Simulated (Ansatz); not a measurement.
Ansatz (an electronic-structure program) input:

Ansatz 0.2 input:
```yaml
crystal:
  lattice:
    - [4.5741832181, 0.0, 0.0]
    - [0.0, 4.5741832181, 0.0]
    - [0.0, 0.0, 4.5741832181]
  atoms:
    - { symbol: Zr, position: [0.0, 0.5, 0.5] }
    - { symbol: Zr, position: [0.5, 0.0, 0.5] }
    - { symbol: Zr, position: [0.5, 0.5, 0.0] }
    - { symbol: C, position: [0.5, 0.0, 0.0] }
    - { symbol: C, position: [0.0, 0.5, 0.0] }
    - { symbol: C, position: [0.0, 0.0, 0.5] }
kpoints:
  mp_grid: { grid: [16, 16, 16] }
hamiltonian:
  xc: pbesol
  pseudopotentials: { azcp: { folder: ./paw }, kind: paw }
scf:
  occupations: { method: fermi_dirac, width: 0.1 }
elastic: { mode: relaxed_ion, stencil: two_point, amplitude: 0.005, f_tol: 0.0005 }
```

Output (shortened):

```
Pseudopotential: Zr, paw, valence charge 12
Pseudopotential: C, paw, valence charge 4
Functional definition: PBEsol
Crystal: 6 atoms, lattice volume = 95.706 Å³
Basis set: ecut = 420 eV, 1863 PW (Γ), exchange–correlation on 64×64×64 points (8 copies of the dense FFT grid, shifted against one another)
Bands: 30, of which v1, the nominal top of the filled ones, is band 24 counted from 1 (23 counted from 0)
Symmetry: 48 space group operations
Space group: Pm-3m (ITA 221), of the structure as read, at distance tolerance 4.6e-5 Å
k-points: 165 of 4096
SCF 1 converged in 12 iterations: F = -13122.415052 eV  dr2 = 6.17e-15
Crystal: 6 atoms, lattice volume = 95.228 Å³
Basis set: ecut = 420 eV, 1855 PW (Γ), exchange–correlation on 64×64×64 points (8 copies of the dense FFT grid, shifted against one another)
Symmetry: 16 space group operations
k-points: 405 of 4096
SCF 2 converged in 11 iterations: F = -13122.412567 eV  dr2 = 6.29e-15
Crystal: 6 atoms, lattice volume = 96.185 Å³
SCF 3 converged in 8 iterations: F = -13122.413071 eV  dr2 = 4.42e-14
Crystal: 6 atoms, lattice volume = 95.706 Å³
Symmetry: 8 space group operations
k-points: 657 of 4096
SCF 4 converged in 8 iterations: F = -13122.414866 eV  dr2 = 7.07e-14
Crystal: 6 atoms, lattice volume = 95.706 Å³
SCF 5 converged in 8 iterations: F = -13122.414866 eV  dr2 = 4.90e-15
SCF converged after 12 iterations
Free energy (F): -13122.415052 eV
Harris-Foulkes:  -13122.415052 eV  (|F-HF|=3.64e-12)
Internal energy: -13122.272859 eV  (E = F + TS)
E sigma→0 (E₀):  -13122.343956 eV
Entropy (-TS):   -0.142193 eV (-23.699 meV/atom)
Fermi energy:    11.172502 eV
--- Per-component energies (eV) ---
  E_band       = -310.173885
  E_kinetic    = 1192.229140
  E_local      = -2276.716665  (includes V_loc(G=0)·N_el)
  E_nonlocal   = 300.845655
  E_hartree    = 747.721326
  E_xc         = -597.396144
  E_vxc        = -715.617766  (∫ρ·V_xc dr)
  E_paw        = -9015.138382  (= ΣΔE_a)
  E_vpaw       = -306.356861  (= ΣTr[D̂ρ^β])
  E_aug_tail   = -0.000039  (compensation charges beyond the density's cutoff)
  E_ewald      = -3474.378215
  E_core_change = 0.560464  (= ΣΔE_core)
  E_smearing   = -0.142193  (= −TS)
  E_closure    = 0.000000  (closes the sum)
  Σ components = -13122.415052   (vs F -13122.415052, Δ=0.00e0)
--- Forces (eV/Å), atoms counted from 1 ---
  atom   1  Zr     0.00000000     0.00000000     0.00000000
  atom   2  Zr     0.00000000     0.00000000     0.00000000
  atom   3  Zr     0.00000000     0.00000000     0.00000000
  atom   4  C      0.00000000     0.00000000     0.00000000
  atom   5  C      0.00000000     0.00000000     0.00000000
  atom   6  C      0.00000000     0.00000000     0.00000000
  max |Σ_I F_I| component: 0.0 eV/Å
--- Stress (GPa, compression-positive) ---
        0.074223       0.000000       0.000000
        0.000000       0.074223       0.000000
        0.000000       0.000000       0.074223
  P = ⅓ Tr σ = 0.0742 GPa (0.742 kbar)
--- Band table (eV; the first three rows and the last of 165) ---
  k-point 0: bands = ["-36.8465", "-36.7102", "-36.7102", "-15.2798", "-15.2798", "-15.2798", "-14.8326", "-14.8326", "-14.8326", "-14.6442", "-14.6442", "-14.6442", "0.4903", "1.8013", "1.8013", "7.7939", "9.7489", "9.7489", "9.7489", "10.2251", "10.2251", …
  k-point 1: bands = ["-36.8453", "-36.7113", "-36.7102", "-15.2764", "-15.2764", "-15.2747", "-14.8337", "-14.8337", "-14.8336", "-14.6515", "-14.6467", "-14.6467", "0.5170", "1.8021", "1.8297", "7.8225", "9.6811", "9.6811", "9.6908", "10.2373", "10.2842", …
  k-point 2: bands = ["-36.8419", "-36.7148", "-36.7101", "-15.2665", "-15.2665", "-15.2595", "-14.8371", "-14.8371", "-14.8365", "-14.6728", "-14.6539", "-14.6539", "0.5948", "1.8041", "1.9127", "7.9039", "9.5239", "9.5399", "9.5399", "10.2731", "10.4000", …
  k-point 164: bands = ["-36.7550", "-36.7550", "-36.7550", "-15.5197", "-15.2435", "-15.2435", "-15.2435", "-14.7270", "-14.7270", "-14.5657", "-14.5657", "-14.5657", "3.2882", "3.2882", "3.2882", "6.5483", "7.1030", "7.1030", "7.1030", "8.0725", "8.0725", …
--- Elastic constants: 2 strain directions × 2 members + reference (group order 48) ---
  dense FFT box of the reference and of every strained cell: 32×32×32
  strains applied: 11, 23; error gains: componentwise 1.00 (the most a stress slope's error grows in a printed constant), spectral 1.73 (1 for all six strains …
  C = ∂σ_k/∂η_j (tension-positive GPa; Voigt order 11 22 33 23 13 12):
       299.645     75.674     75.674      0.000      0.000      0.000
        75.674    299.645     75.674      0.000      0.000      0.000
        75.674     75.674    299.645      0.000      0.000      0.000
         0.000      0.000      0.000     24.976      0.000      0.000
         0.000      0.000      0.000      0.000     24.976      0.000
         0.000      0.000      0.000      0.000      0.000     24.976
  reference stress σ⁰ (GPa):     -0.074     -0.074     -0.074      0.000      0.000      0.000
  moduli (Voigt/Reuss/Hill, GPa): K = 150.33/150.33/150.33   G = 59.78/36.24/48.01   E = 130.17   ν = 0.356
  mechanically stable: yes (min eigenvalue of sym C = 24.98 GPa)
  strain η (Voigt 11):  stress-route row diagonal C_11 = 299.65 GPa, energy-path curvature d²(F+E_count+ΔE)/dδ²/Ω₀ = 299.66 GPa
         δ    σ_11 (GPa)             F (eV)   n_scf  n_hpsi   n_pw
    -5.000e-3      -1.6033      -13122.4125666      11  261543   1876   relax 0 steps, max|allowed force component| 0.0 eV/Å
     5.000e-3       1.3931      -13122.4130714       8  216753   1904   relax 0 steps, max|allowed force component| 0.0 eV/Å
  strain η (Voigt 23):  stress-route row diagonal C_44 = 24.98 GPa, energy-path curvature d²(F+E_count+ΔE)/dδ²/Ω₀ = 25.02 GPa
         δ    σ_23 (GPa)             F (eV)   n_scf  n_hpsi   n_pw
    -5.000e-3      -0.1249      -13122.4148659       8  384703   1886   relax 0 steps, max|allowed force component| 0.0 eV/Å
     5.000e-3       0.1249      -13122.4148659       8  357126   1886   relax 0 steps, max|allowed force component| 0.0 eV/Å
```

Cost: around 8 core-minutes (rough) on shared cores.

The start of the workflow was typed in or built on a structure type; neither database checked (COD, Materials Project) lists it. It is not the phase usual at ambient conditions (space group No. 225). The PBEsol relaxation kept the symmetry of its start. At this level the phase is dynamically unstable (imaginary phonons). No spin polarisation was allowed. Its formation energy is positive at this level, so the cell may be metastable or incomplete. As this level gives no gap, shear constants depend on the k-mesh and smearing (Fermi–Dirac, 0.1 eV here). Spin–orbit coupling is left out wherever it is not named.

Potentials: the earlier of the program's two PAW sets. The files were generated under PBE; for other functionals the program regenerates the frozen cores, and for LDA and PBEsol the local potential too.

Ansatz is a plane-wave DFT program.
